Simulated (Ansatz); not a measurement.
SnTe:
Space group Fm-3m (No. 225); a = 6.4094 Å, b = 6.4094 Å, c = 6.4094 Å, α = 90.00°, β = 90.00°, γ = 90.00°

```
atom  site  symmetry       x       y       z
----  ----  --------  ------  ------  ------
Te      4b      m-3m  0.5000  0.5000  0.5000
Sn      4a      m-3m  0.0000  0.0000  0.0000
```
(The calculation used a cell of 2 atoms; values per cell refer to that cell.)

Relaxed with PBE.

### Question
Decompose the optical modes at the zone centre into irreducible representations, and say which are infrared and Raman allowed.

### Answer
Point group m-3m: Γ_opt = T1u. Infrared: T1u. Raman: none.

### Question
Assign frequencies (DFPT, PBE (plane waves, PAW; program Ansatz); without the LO–TO term).

### Answer
T1u 69i cm⁻¹.

The cell was relaxed with PBE under the symmetry of its start. At this level the phase is dynamically unstable (imaginary phonons). Scalar-relativistic: spin–orbit coupling is off unless named, which matters more the heavier the elements.

Potentials: the later of the program's two PAW sets.
